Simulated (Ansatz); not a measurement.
Consider the following.

SiCO4:
```
CELL_PARAMETERS angstrom
     -2.18939     2.18939     3.27480
      2.18939    -2.18939     3.27480
      2.18939     2.18939    -3.27480
ATOMIC_POSITIONS crystal
  Si 0.00000 0.00000 0.00000
  C  0.75000 0.25000 0.50000
  O  0.41353 0.27670 0.42699
  O  0.84970 0.98654 0.57301
  O  0.72330 0.15030 0.13684
  O  0.01346 0.58647 0.86316
```

This is the PBEsol-relaxed structure.

**Question.** All from DFT-PBEsol in the program Ansatz with PAW potentials, unless another level is named. Predict the formation energy from the elements (no fitted shifts).

**Answer.** -1.87 eV/atom.

**Question.** And the smallest direct gap on the standard path?

**Answer.** 7.30 eV.

**Question.** And the band gap?

**Answer.** 6.96 eV (indirect).

**Question.** Next, the electron effective mass?

**Answer.** 0.56 mₑ (isotropic).

**Question.** What about the conduction-band minimum?

**Answer.** at Γ.

Space group I-4. The start of the workflow was typed in or built on a structure type; neither database checked (COD, Materials Project) lists it. Its standing as an ambient phase is unchecked. Symmetry was held in the PBEsol relaxation; its stability against distortions is not shown here. The references are the lowest solids computed at this level, not always the standard phases (solids in place of the gases).

Potentials: the later of the program's two PAW sets.
